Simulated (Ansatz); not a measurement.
TiAl in space group Fd-3m (No. 227; Al on 8b, Ti on 8a) at seven volumes, plane-wave PAW PBE (Ansatz code), scaled uniformly. One row is withheld.

```csv
V (Å³/atom),P (GPa)
14.775,12.09
15.262,7.44
15.749,3.44
16.237,0.00
16.724,-2.96
17.211,-5.51
17.698,?
```

Problem. Fit the shown pressures and predict the withheld one.

Solution. P = (3/2)B₀(x^(7/2) − x^(5/2))[1 + (3/4)(B′ − 4)(x − 1)] with x = (V₀/V)^(2/3). Least squares on the six rows gives V₀ = 16.237 Å³/atom, B₀ = 106 GPa, B′ = 3.98. At V = 17.698, x = 0.9442 and P = -7.69 GPa. The run itself gave -7.70 GPa.

The cell is a constructed one: a structure type filled with these elements; neither database checked (COD, Materials Project) lists it. It is not the phase usual at ambient conditions (space group No. 123). The PBE relaxation kept the symmetry of its start; its stability against distortions is not shown here. No spin polarisation was allowed.

Potentials: the later of the program's two PAW sets.
